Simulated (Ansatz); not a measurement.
An Ansatz input:

```yaml
crystal:
  lattice:
    - [6.656043681, 0.0, 0.0]
    - [0.0, 6.656043681, 0.0]
    - [0.0, 0.0, 6.656043681]
  atoms:
    - { symbol: La, position: [0.0, 1.0, 1.0] }
    - { symbol: La, position: [0.5, 0.5, 0.5] }
    - { symbol: La, position: [0.25, 1.0, 0.5] }
    - { symbol: La, position: [0.75, 0.0, 0.5] }
    - { symbol: La, position: [0.5, 0.25, 1.0] }
    - { symbol: La, position: [0.5, 0.75, 1.0] }
    - { symbol: La, position: [1.0, 0.5, 0.25] }
    - { symbol: La, position: [1.0, 0.5, 0.75] }
hamiltonian:
  xc: r2scan
  pseudopotentials:
    kind: paw
    azcp:
      La: "pseudopotentials/La.paw.azcp"
basis:
  ecutwfc: 500
  fft_grid_basis: typed
kpoints:
  mp_grid: { grid: [5, 5, 5], shift: [0, 0, 0] }
magnetization:
  spin_polarized: false
scf:
  occupations: { method: fermi_dirac, width: 0.1 }
```

Terminal output

```
Engine: ansatz 0.2.0, x86_64-unknown-linux-gnu
Pseudopotentials: kind: paw
Pseudopotential: La, paw, valence charge 11, recommended cutoff 500 eV (meta_gga) 
Functional definition: r2SCAN
  parameter k0 = 0.174
  parameter k1 = 0.065
  parameter a1 = 4.9479
  exchange = r2scan_x(k0 = k0, k1 = k1, a1 = a1)
  correlation = r2scan_c
Crystal: 8 atoms, lattice volume = 294.882 Å³
Basis set: ecut = 500 eV, 7497 PW (Γ), exchange–correlation on 200×200×200 points (64 copies of the dense FFT grid, shifted against one another)
Bands: 53, of which v1, the nominal top of the filled ones, is band 44 counted from 1 (43 counted from 0)
Symmetry: 48 space group operations
Space group: Pm-3n (ITA 223), of the structure as read, at distance tolerance 6.7e-5 Å
k-points: 10 of 125
Non-local potential: La, projectors of the file, l = 0: 3, l = 1: 2, l = 2: 2, l = 3: 3
PAW form: soft (Blöchl's): semilocal exchange-correlation on the pseudo side does not see the compensation charge
PAW frozen core: La, regenerated for the run's functional (the file was generated under x = pbe(κ = 0.804, μ = 0.2195149727645171), c = pbe(β = 0.06672455060314922))
PAW one-centre angular grid: La, 974 points (default); XC on 160 Gauss nodes
Initial density: superposition of atomic densities (neutral atoms: chi_scale 0, normalization atom), corrected by the library's trained network
Initial wavefunctions: pseudopotential atomic-orbital guess
Functional: x = r2scan, c = r2scan; τ floored in thin density (d = 2e-4 eV/Å³)
SCF iter   1: F=—  HF=-50116.166169 eV  |F-HF|=—  |Δ(HF+E_count)|=         —  Δρ=8.77e-3  dr2=2.11e-1  dr2_τ=2.58e-2  ethr=1.77e-3  ⟨swp⟩=7.6  Hψ=2742  notcnv=0
SCF iter   2: F=—  HF=-50116.604003 eV  |F-HF|=—  |Δ(HF+E_count)|=   4.38e-1  Δρ=4.34e-3  dr2=4.42e-2  dr2_τ=2.58e-3  ethr=2.40e-4  ⟨swp⟩=2.9  Hψ=1162  notcnv=0
SCF iter   3: F=—  HF=-50116.599888 eV  |F-HF|=—  |Δ(HF+E_count)|=   4.11e-3  Δρ=8.33e-4  dr2=1.90e-3  dr2_τ=8.85e-5  ethr=5.02e-5  ⟨swp⟩=2.8  Hψ=1005  notcnv=0
SCF iter   4: F=—  HF=-50116.602246 eV  |F-HF|=—  |Δ(HF+E_count)|=   2.36e-3  Δρ=3.51e-4  dr2=3.18e-4  dr2_τ=8.90e-6  ethr=2.16e-6  ⟨swp⟩=2.9  Hψ=1133  notcnv=0
SCF iter   5: F=—  HF=-50116.602774 eV  |F-HF|=—  |Δ(HF+E_count)|=   5.27e-4  Δρ=1.29e-4  dr2=5.99e-5  dr2_τ=1.61e-6  ethr=3.61e-7  ⟨swp⟩=2.0  Hψ=964  notcnv=0
SCF iter   6: F=—  HF=-50116.602425 eV  |F-HF|=—  |Δ(HF+E_count)|=   3.48e-4  Δρ=3.19e-5  dr2=3.92e-6  dr2_τ=1.83e-7  ethr=6.81e-8  ⟨swp⟩=2.1  Hψ=976  notcnv=0
SCF iter   7: F=—  HF=-50116.602429 eV  |F-HF|=—  |Δ(HF+E_count)|=   3.46e-6  Δρ=9.91e-6  dr2=2.81e-7  dr2_τ=8.13e-9  ethr=4.45e-9  ⟨swp⟩=2.2  Hψ=1041  notcnv=0
SCF iter   8: F=-50116.602429 eV  HF=-50116.602429 eV  |F-HF|=2.20e-8  |Δ(HF+E_count)|=   3.50e-7  Δρ=3.37e-6  dr2=4.89e-8  dr2_τ=7.04e-10  ethr=1.14e-10  ⟨swp⟩=3.1  Hψ=1413  notcnv=0
SCF 1 converged in 8 iterations: F = -50116.602429 eV  dr2 = 4.89e-8
SCF converged after 8 iterations
Free energy (F): -50116.602429 eV
Harris-Foulkes:  -50116.602429 eV  (|F-HF|=2.20e-8)
Internal energy: -50116.097244 eV  (E = F + TS)
E sigma→0 (E₀):  -50116.349837 eV
Entropy (-TS):   -0.505185 eV (-63.148 meV/atom)
Fermi energy:    11.189307 eV
--- Per-component energies (eV) ---
  E_band       = -398.161386
  E_kinetic    = 1547.200014
  E_local      = -2664.882878  (includes V_loc(G=0)·N_el)
  E_nonlocal   = 742.682771
  E_hartree    = 843.920786
  E_xc         = -1056.277778
  E_vxc        = -1284.833548  (∫ρ·V_xc dr)
  E_paw        = -43494.476983  (= ΣΔE_a)
  E_vpaw       = -493.550975  (= ΣTr[D̂ρ^β])
  E_aug_tail   = 0.000001  (compensation charges beyond the density's cutoff)
  E_vtau       = 67.382695  (kinetic-family band-sum trace: ∫τ·v_τ [+ j·A + Jᵃ·Aᵃ] dr)
  E_ewald      = -6034.811278
  E_core_change = 0.548099  (= ΣΔE_core)
  E_smearing   = -0.505185  (= −TS)
  E_closure    = 0.000000  (closes the sum)
  Σ components = -50116.602429   (vs F -50116.602429, Δ=0.00e0)
```
